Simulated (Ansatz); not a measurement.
Ti$_{3}$AlC:
```yaml
crystal:
  lattice:
    - [4.13998, 0.00000, 0.00000]
    - [0.00000, 4.13998, 0.00000]
    - [0.00000, 0.00000, 4.13998]
  atoms:
    - { symbol: Ti, position: [0.50000, 0.50000, 0.00000] }
    - { symbol: Ti, position: [0.00000, 0.50000, 0.50000] }
    - { symbol: Ti, position: [0.50000, 0.00000, 0.50000] }
    - { symbol: Al, position: [0.00000, 0.00000, 0.00000] }
    - { symbol: C, position: [0.50000, 0.50000, 0.50000] }
```

Relaxed with PBEsol. Special points in fractions of this cell's reciprocal vectors: Γ (0.000, 0.000, 0.000); X (0.000, 0.500, 0.000); M (0.500, 0.500, 0.000); R (0.500, 0.500, 0.500).

Problem. List the band energies nearest the Fermi level at these points for PBEsol (plane waves, PAW; program Ansatz).

Solution. In eV from the Fermi level; about four levels below and three above (degenerate sets whole), none deeper than 8.9 eV; points with the same levels are listed once.

```
k                          below                above
-  -----------------------------  -------------------
Γ  -1.85 -1.85 -1.57 -1.57 -1.57       1.42 1.42 1.42
X        -1.55 -1.55 -1.09 -0.58  0.69 0.71 1.53 1.53
M        -3.28 -2.34 -2.34 -1.63  0.12 0.12 0.46 0.46
R        -5.20 -1.51 -1.51 -1.51       0.07 0.07 0.07
```

Space group Pm-3m (anti-perovskite). The workflow started from a Materials Project entry (that database holds measured and hypothetical structures alike); the Crystallography Open Database copy checked does not list it. Its standing as an ambient phase is unchecked. Symmetry was held in the PBEsol relaxation; of distortions, only those at the zone centre were tested. No spin polarisation was allowed.

Potentials: the earlier of the program's two PAW sets.
